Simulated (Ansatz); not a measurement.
Al₄C₃ in space group R-3m (No. 166; Al on 6c, Al on 6c, C on 6c, C on 3a), LDA in the plane-wave PAW code Ansatz. The conduction-band minimum lies at L, with 3 equivalent valleys. Second derivatives d²E/dk² of the lowest band at one valley (eV·Å²), along Cartesian directions:

| direction | d²E/dk² |
|---|---|
| [100] | 39.02 |
| [010] | 14.84 |
| [001] | 12.04 |
| [110] | 26.96 |
| [101] | 25.56 |
| [011] | 9.739 |

Question: Find the principal effective masses, the density-of-states mass and the conductivity mass.

Answer: Off-diagonal terms follow from H_xy = H[110] − (H_xx + H_yy)/2, and m*/mₑ = 7.620 eV·Å² over each eigenvalue: 0.20, 0.44, 0.80. One valley's DOS mass (m₁m₂m₃)^(1/3) = 0.41, conductivity mass 3/(Σ 1/mᵢ) = 0.35 mₑ.

Question: What effective density of states Nc follows at 300 K for parabolic valleys?

Answer: Nc = 2.509e19 × 3 × (0.41)^(3/2) ≈ 2.0e19 cm⁻³.

The first step of the workflow began from a Materials Project structure, measured or hypothetical; the Crystallography Open Database files this formula in space group No. 166, but the cells were not matched. Whether it is the stable phase at ambient conditions was not checked. The LDA relaxation kept the symmetry of its start; its stability against distortions is not shown here.

Potentials: the later of the program's two PAW sets.

Edges and masses are those of Kohn–Sham bands, whose gap is no quasiparticle gap.
